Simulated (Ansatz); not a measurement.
A geometry of Fe away from equilibrium: the start of the relaxation of a generated trial cell of Fe in the AFLOW prototype A_hR12_166_2h (as in B). These are PBE (plane waves to 420 eV, PAW, scalar-relativistic; Ansatz, an electronic-structure program) values and carry that method's errors. Γ-centred k-mesh 6×6×6 on the run's cell (coarser than for final values), Fermi–Dirac smearing 0.05 eV.

```xyz
12
Lattice="2.8841 1.6651 4.9226 -2.8841 1.6651 4.9226 0.0000 -3.3302 4.9226" Properties=species:S:1:pos:R:3:forces:R:3 pbc="T T T" free_energy=-53747.328 pressure_GPa=55.3
Fe    -1.8657     1.0772     3.3380    4.0990   -2.3666   -3.6903
Fe     0.0000    -2.1543     3.3380    0.0000    4.7332   -3.6903
Fe     1.8657     1.0772     3.3380   -4.0990   -2.3666   -3.6903
Fe     1.8657    -1.0772    11.4298   -4.0990    2.3666    3.6903
Fe     0.0000     2.1543    11.4298    0.0000   -4.7332    3.6903
Fe    -1.8657    -1.0772    11.4298    4.0990    2.3666    3.6903
Fe    -1.1874     0.6855     5.2844    5.4088   -3.1228    0.9118
Fe     0.0000    -1.3711     5.2844    0.0000    6.2455    0.9118
Fe     1.1874     0.6855     5.2844   -5.4088   -3.1228    0.9118
Fe     1.1874    -0.6855     9.4834   -5.4088    3.1228   -0.9118
Fe     0.0000     1.3711     9.4834    0.0000   -6.2455   -0.9118
Fe    -1.1874    -0.6855     9.4834    5.4088    3.1228   -0.9118
```

Positions in Å, forces in eV/Å, free energy of the cell in eV (comparable only within this code, potentials and settings). Largest force: 6.31 eV/Å, on Fe7, Fe8, Fe9, Fe10, Fe11, Fe12 (atoms numbered as listed); the geometry lies 0.57 eV/atom above the end of its relaxation.

Spin-polarised start, with parallel moments on Fe.

Spin state reached: ferrimagnetic (net 0.44 μB/atom), from parallel starting moments; other spin orders were not run from this start.

The run could not lose the symmetry of its start, so the end can be a saddle point.

The end of the path is a generated cell of Fe: the first start was made by placing the elements on the sites of a structure type, and the end was not matched to a known phase here, so it may be hypothetical. Known forms of Fe include space group No. 229.
